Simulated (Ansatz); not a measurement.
ZrZn: zone-centre modes under pressure

ZrZn, Pm-3m, a = 3.261 Å. The structure is a COD entry; whether it is the stable form wasn't checked. Ansatz: LDA, PAW, 420 eV, Γ-centred 12×12×12 mesh on 2 atoms, Fermi-Dirac smearing 0.15 eV; no spin polarisation. Cell and atoms are relaxed at each pressure with the symmetry kept; optical modes at Γ by linear response, in cm⁻¹, the highest.

```tsv
P (GPa)	V (Å³/atom)	ω1
0	17.336	183.0
5	16.710	196.3
15	15.728	?
```

Problem. Get the mode's Grüneisen parameter γ = −d ln ω/d ln V from the other rows and predict the missing frequency.

Solution. ln(V/V0) = 0.0000, -0.0368, -0.0973; a line through ln(ω/ω0) of the 2 known rows gives ω1: γ = 1.906, predicted 220.3, computed 218.5. The miss is 0.8 %, or 5 % of the shift under pressure, so a constant γ serves at that level. In a metal these frequencies hang on the mesh and smearing.

The mesh isn't the same in all rows (12×12×12, 14×14×14).